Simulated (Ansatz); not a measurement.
Method: Ansatz, DFT PBE, scalar-relativistic, plane waves, PAW. Settings: cutoff 420 eV, Γ-centred meshes spaced at most about 0.3 Å⁻¹, and about 0.25 Å⁻¹ or finer for metals (2π included), Gaussian smearing. No spin polarisation in the final relaxations.

All energies are static (0 K, no zero-point motion).

Two relaxed structures of LiAlO:

A.

Space group P-6m2 (No. 187). a = 3.213 Å, b = 3.213 Å, c = 5.112 Å, α = 90.00°, β = 90.00°, γ = 120.00°
```
atom  site  symmetry       x       y       z
  Li    1a      -6m2  0.0000  0.0000  0.0000
  Al    1f      -6m2  0.6667  0.3333  0.5000
   O    1d      -6m2  0.3333  0.6667  0.5000
```

B.

Space group P4/nmm:1 (No. 129). a = 3.511 Å, b = 3.511 Å, c = 6.609 Å, α = 90.00°, β = 90.00°, γ = 90.00°
```tsv
atom	site	symmetry	x	y	z
Li	2c	4mm	0.5000	0.0000	0.4129
Al	2c	4mm	0.5000	0.0000	0.8708
O	2a	-4m2	0.0000	0.0000	0.0000
```

Question: Which form is favoured at zero pressure, and by what margin per atom?

Answer: B is lower, by 0.35 eV/atom. A has space group P-6m2 (No. 187), 15.2 Å³/atom and no gap on its mesh; B has space group P4/nmm (No. 129), 13.6 Å³/atom and a gap of 0.17 eV. Counting O atoms around Al and Li (those within 1.25 times the shortest such distance or 1.15 times the sum of covalent radii; the shortest distance is added where it is long for a bond), A has Li 6 from 3.2 Å, Al 3 and B has Li 4 from 3.2 Å, Al 4. The denser one is the lower, and pressure would at first widen the difference. Both come from invented guesses.

Kohn–Sham gaps at this level usually fall short of measured ones. Cells relaxed within their symmetry can be saddle points.
